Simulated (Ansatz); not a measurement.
Ge2Pd: from a starting cell to a relaxed one

The relaxed structure here is a generated cell of Ge2Pd: the first start was made by placing the elements on the sites of a structure type, and the end was not matched to a known phase here, so it may be hypothetical.

The start is a generated cell, Ge2Pd built in the AFLOW prototype AB2_hP3_164_a_d (C6, as in CdI2). A full variable-cell relaxation at zero pressure is run with r2SCAN (plane waves to 500 eV, PAW, scalar-relativistic; Ansatz, a first-principles code). The first steps use a coarse 8×8×5 k-mesh.

Initial structure:
```yaml
crystal:
  lattice:
    - [3.22530, 0.00000, 0.00000]
    - [-1.61265, 2.79320, 0.00000]
    - [0.00000, 0.00000, 5.20309]
  atoms:
    - { symbol: Pd, position: [0.00000, 0.00000, 0.00000] }
    - { symbol: Ge, position: [0.33333, 0.66667, 0.25200] }
    - { symbol: Ge, position: [0.66667, 0.33333, 0.74800] }
```

Question: Which atoms feel the largest initial force, and how large is it?

Answer: About 6.0 eV/Å, on Ge2, Ge3 (atoms numbered as listed).

Question: How much energy is released per atom?

Answer: 0.79 to 0.80 eV/atom (the two k-meshes of the run give this range).

Question: How does the volume change?

Answer: +8.0 %, from 15.62 to 16.87 Å³/atom.

Question: How do the shortest distances between atoms change?

Answer: The closest pairs of elements (up to four, under 3.6 Å), start → end: Ge–Pd 2.28 → 2.58 Å; Ge–Ge 3.18 → 2.77 Å; Pd–Pd 3.23 → 3.23 Å.

Question: What band gap does the relaxed structure have at this level?

Answer: No gap (metallic).

Question: Give the final cell and atomic positions.

Answer: 
```cif
data_Ge2Pd
_chemical_formula_sum 'Pd1 Ge2'
_space_group_name_H-M_alt 'P-3m1'
_space_group_IT_number 164
_space_group_name_Hall '-P 3 2"'
_cell_length_a 3.22501
_cell_length_b 3.22501
_cell_length_c 5.61927
_cell_angle_alpha 90.000
_cell_angle_beta 90.000
_cell_angle_gamma 120.000
loop_
_atom_site_label
_atom_site_type_symbol
_atom_site_symmetry_multiplicity
_atom_site_Wyckoff_symbol
_atom_site_fract_x
_atom_site_fract_y
_atom_site_fract_z
_atom_site_occupancy
Pd1 Pd 1 a 0.00000 0.00000 0.00000 1
Ge1 Ge 2 d 0.66667 0.33333 0.31785 1
```

The space group stays P-3m1 (No. 164) (the run could not lower it); the end is AFLOW prototype AB2_hP3_164_a_d (C6, as in CdI2), with 3 atoms in the primitive cell. Final values are on a 17×17×8 k-mesh of the relaxed cell. No spin polarisation in the result.

The run could not lose the symmetry of its start: the end is stationary, and may be a saddle point rather than a minimum.
